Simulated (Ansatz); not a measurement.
RhTe in the rocksalt structure

Level of theory: DFT, PBEsol, scalar-relativistic, no spin polarisation; plane waves to 420 eV with PAW datasets (Ansatz 0.2.0), Γ-centred 10×10×10 mesh, 0.05 eV Gaussian smearing. The datasets are Ansatz's generated set soft_2.

Space group Fm-3m (No. 225). a = 5.393 Å, b = 5.393 Å, c = 5.393 Å, α = 90.00°, β = 90.00°, γ = 90.00°
| atom | site | symmetry | x | y | z |
| --- | --- | --- | --- | --- | --- |
| Rh | 4b | m-3m | 0.5000 | 0.0000 | 0.0000 |
| Te | 4a | m-3m | 0.0000 | 0.0000 | 0.0000 |

This is a trial structure; measured cells of the compound in the Crystallography Open Database are in space group P63/mmc.

The cell above was scaled in volume, its shape and atoms being fixed by the lattice's symmetry. Energies are counted from the cell above.

| V (Å³/atom) | ΔE (meV/atom) | P (GPa) |
| --- | --- | --- |
| 18.82 | 14.6 | 6.2 |
| 19.21 | 3.5 | 2.9 |
| 19.61 | 0.0 | 0.0 |
| 20.00 | 3.3 | -2.6 |
| 20.39 | ? | ? |

Q: Fill in the withheld row.

A: ΔE (meV/atom): 12.6, P (GPa): -4.9.

Q: What do the points give for the equilibrium volume, the bulk modulus and its pressure derivative (third-order Birch–Murnaghan)?

A: V0 = 19.60 Å³/atom, B0 = 138 GPa, B0′ = 5.1.

B0·V0 = 138.2 GPa × 19.60 Å³ = 16.91 eV/atom sets the scale: near the minimum ΔE ≈ ½ B0 V0 x², with x = V/V0 − 1, and a pressure of 1.4 GPa squeezes the volume by about 1 %. At the ends of the curve: x = −4.0 % predicts 13.5 meV/atom and the run gives 14.6; x = +4.0 % predicts 13.6 meV/atom and the run gives 12.6. The curve is steeper than the parabola on the compressed side and flatter on the expanded side: the bulk modulus rises with pressure.

Scalar-relativistic only: spin–orbit splittings of the heavy atoms' levels are missing. The cell is a metal with an odd number of electrons, and spin polarisation wasn't tried.
